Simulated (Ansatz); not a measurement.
The relaxation started from an entry of Materials Project.

A structure of MgF2 relaxed with PBEsol (plane waves to 420 eV, PAW, scalar-relativistic; Ansatz, a first-principles code); single points at other levels follow on the same geometry (Ansatz, PAW; HSE06 at 420 eV on a 6×6×6 k-mesh; no spin-orbit coupling). Space group Imma (No. 74).

MgF2 has the orthorhombic space group Imma (No. 74), Pearson symbol oI12. Lattice parameters: a = 3.8754 Å, b = 6.3591 Å, c = 8.8960 Å, α = 90.00°, β = 90.00°, γ = 90.00°. Mg on 4e is surrounded by 2 F at 1.872 Å and 3 F at 1.991–2.012 Å. F1 on 4e has 3 Mg at 1.991–2.012 Å. F2 on 4b is surrounded by 2 Mg at 1.872 Å (linear). (Neighbours: up to the widest gap in distance over summed covalent radii, below 1.35, at either atom; cation-cation and far metal-metal contacts left out.)
(The calculation used a cell of 6 atoms; values per cell refer to that cell.)

| level | gap (eV) | kind | conduction minimum |
|---|---|---|---|
| PBEsol | 6.53 | indirect | Γ |
| HSE06 | … | – | … |

Q: Complete the blanks.

A: 
- HSE06, gap (eV): 8.57
- HSE06, conduction minimum: Γ

HSE06 gaps come from a coarse mesh plus a few chosen points, so they may be too large. No spin polarisation in the result.

The run could not lose the symmetry of its start.
